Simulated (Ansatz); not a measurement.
Ni₅Ge₃ in space group C2/c (No. 15; Pearson symbol mS32), r²SCAN (plane waves, PAW; program Ansatz), all energies at zero smearing, with the estimated change up to a 700 eV cutoff added, with one set of potentials and settings (totals compare only within such a set). Cell of 16 atoms (10 Ni, 6 Ge): -84274.684 eV.

```
element                             reference phase  E (eV/atom)
-------  ------------------------------------------  -----------
Ni       Fm-3m, 1 atoms in the cell, spin-polarised   -5845.2912
Ge                       Fd-3m, 2 atoms in the cell   -4302.9041
```

Formation energy per atom, worked out: (-84274.684 − 10×(-5845.2912) − 6×(-4302.9041))/16 = -0.272 eV/atom (-26 kJ per mol of atoms), at 0 K, without zero-point energy or fitted corrections.

The workflow started from a Materials Project entry (that database holds measured and hypothetical structures alike); the Crystallography Open Database copy checked does not list it. Its standing as an ambient phase is unchecked. The r²SCAN relaxation kept the symmetry of its start; its stability against distortions is not shown here. The run is not spin-polarised. The references are the lowest solids computed at this level, not always the standard phases.

Potentials: the later of the program's two PAW sets.
